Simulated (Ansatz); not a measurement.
A trial cell of Al2BN3, before relaxation:

```yaml
crystal:
  lattice:
    - [3.30681, 0.00000, 0.00000]
    - [0.00000, 3.30681, 0.00000]
    - [0.00000, 0.00000, 5.50067]
  atoms:
    - { symbol: Al, position: [0.50000, 0.00000, 0.26714] }
    - { symbol: Al, position: [0.00000, 0.50000, 0.73286] }
    - { symbol: B, position: [0.50000, 0.50000, 0.00000] }
    - { symbol: N, position: [0.00000, 0.00000, 0.00000] }
    - { symbol: N, position: [0.50000, 0.00000, 0.67563] }
    - { symbol: N, position: [0.00000, 0.50000, 0.32437] }
```

Level of theory: DFT PBE, scalar-relativistic, plane waves, PAW in Ansatz 0.2.0. Cutoff 420 eV, Gaussian smearing, Γ-centred meshes. Cell and atoms relax first on a coarse mesh and then on a finer one. In between, the cell is made exact in the group found at 0.06 Å. In metals the finer mesh still leaves noise of several meV/atom or more. The steps can't lower the symmetry of their start. No spin polarisation in the relaxation; trial moments died out in a coarse test.

A guess keeps its type if space group and coordination stay and the shape of the cell changes little (axis ratios within about 15 %, angles within 6°); the volume may change.

Question: Will the relaxed cell still be of the starting type?

Answer: It doesn't keep its type. The symmetry stays P-4m2 (No. 115). The volume per atom grows by 17.1 %, from 10.0 to 11.7 Å³. The shortest distance goes from 2.21 Å (Al–B and Al–N) to 1.86 Å (Al–N and B–N). The ratio c/a of the conventional cell changes by a factor of 2.32. Counting neighbours within 15 % of an atom's shortest distance, the start has Al 9, B 12, N 9/12 and the end Al 4, B 4, N 4. In detail, at the end around Al lie 4 N at 1.86 Å and 1 N at 2.21 Å; around B lie 4 N at 1.86 Å; N on a site of symmetry -4m2 is surrounded by 4 B at 1.86 Å; 1 more site not described.

```cif
data_structure
_symmetry_space_group_name_H-M 'P-4m2'
_symmetry_Int_Tables_number 115
_cell_length_a 2.6310
_cell_length_b 2.6310
_cell_length_c 10.1729
_cell_angle_alpha 90.000
_cell_angle_beta 90.000
_cell_angle_gamma 90.000
_cell_volume 70.42
loop_
_atom_site_label
_atom_site_type_symbol
_atom_site_symmetry_multiplicity
_atom_site_Wyckoff_symbol
_atom_site_fract_x
_atom_site_fract_y
_atom_site_fract_z
_atom_site_occupancy
Al1 Al 2 g 0.50000 0.00000 0.39470 1
B1 B 1 b 0.50000 0.50000 0.00000 1
N1 N 1 a 0.00000 0.00000 0.00000 1
N2 N 2 g 0.50000 0.00000 0.61173 1
```

The zero of energy is the elements' standard structures at the same level (N₂ as a molecule); no fitted shifts are applied.

Question: At what energy does it end?

Answer: −0.05 eV/atom.

The last run used a 14×14×4 mesh (in the run's order of axes) for its 6-atom cell and Gaussian smearing of 0.10 eV. Weakly bound directions are ill-defined at this level, which has no dispersion term. A structure relaxed within its symmetry needn't be a true minimum. Another cell of Al2BN3 relaxed alike, in P4/mmm, lies 166 meV/atom lower, so this cell isn't the stable form at this level.

In counts of neighbours, a slash parts the counts of unlike sites.
